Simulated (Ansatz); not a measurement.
In$_{2}$TeO$_{2}$:
```
In2TeO2
1.0
    3.79647     0.00000     0.00000
   -1.89824     3.28784     0.00000
    0.00000     0.00000     7.03871
In Te O
2 1 2
Direct
  0.66667   0.33333   0.80708
  0.33333   0.66667   0.19292
  0.00000   0.00000   0.50000
  0.66667   0.33333   0.11961
  0.33333   0.66667   0.88039
```

Relaxed with r²SCAN.

Give the Bader charges and basin volumes of the independent atoms, r²SCAN in the plane-wave PAW code Ansatz.



```csv
atom,Bader charge (e),Bader volume (Å³)
In1,+1.60,14.7
Te3,-0.66,31.6
O4,-1.27,13.5
```

Space group P-3m1. The start of the workflow was typed in or built on a structure type; neither database checked (COD, Materials Project) lists it. Whether it is the stable phase at ambient conditions was not checked. Symmetry was held in the r²SCAN relaxation; its stability against distortions is not shown here. Scalar-relativistic: spin–orbit coupling is off unless named, which matters more the heavier the elements.

Potentials: the later of the program's two PAW sets.
